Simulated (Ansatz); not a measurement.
In2O under pressure

Computed with DFT LDA, scalar-relativistic, plane waves, PAW (Ansatz 0.2.0). Settings: 420 eV plane-wave cutoff, Γ-centred 12×12×4 mesh, Fermi-Dirac smearing of 0.15 eV. No spin polarisation. Phonons by linear response, acoustic sum rule imposed.

The cell, relaxed at this level:
```cif
data_structure
_symmetry_space_group_name_H-M 'P-3m1'
_symmetry_Int_Tables_number 164
_cell_length_a 3.3082
_cell_length_b 3.3082
_cell_length_c 12.3300
_cell_angle_alpha 90.000
_cell_angle_beta 90.000
_cell_angle_gamma 120.000
_cell_volume 116.86
loop_
_atom_site_label
_atom_site_type_symbol
_atom_site_symmetry_multiplicity
_atom_site_Wyckoff_symbol
_atom_site_fract_x
_atom_site_fract_y
_atom_site_fract_z
_atom_site_occupancy
In1 In 2 c 0.00000 0.00000 0.38299 1
In2 In 2 d 0.66667 0.33333 0.11410 1
O1 O 2 d 0.66667 0.33333 0.30245 1
```

The cell was built by swapping an element in a database structure (itself possibly hypothetical) and relaxing; it need not be the stable form of this composition. In a metal, frequencies and elastic constants depend on the k mesh and the smearing, soft modes and shear constants most. A semilocal functional can close a gap that the real compound has.

Q: The cell is relaxed again at 8 and 25 GPa. How do volume, gap and optical modes at Γ (cm⁻¹, counted from the lowest optical one; a degenerate one stands once) change?

A:
```tsv
	0 GPa	8 GPa	25 GPa
V/V0	1.000	0.892	0.775
gap (eV)	0.00	0.00	0.00
mode 1	25	20	17
mode 3	40	35	17
mode 5	48	43	26
mode 7	89	108	139
mode 8	119	155	197
mode 9	143	183	238
mode 10	337	365	361
mode 11	348	365	361
mode 12	363	369	364
mode 14	365	413	526
mode 15	365	415	541
```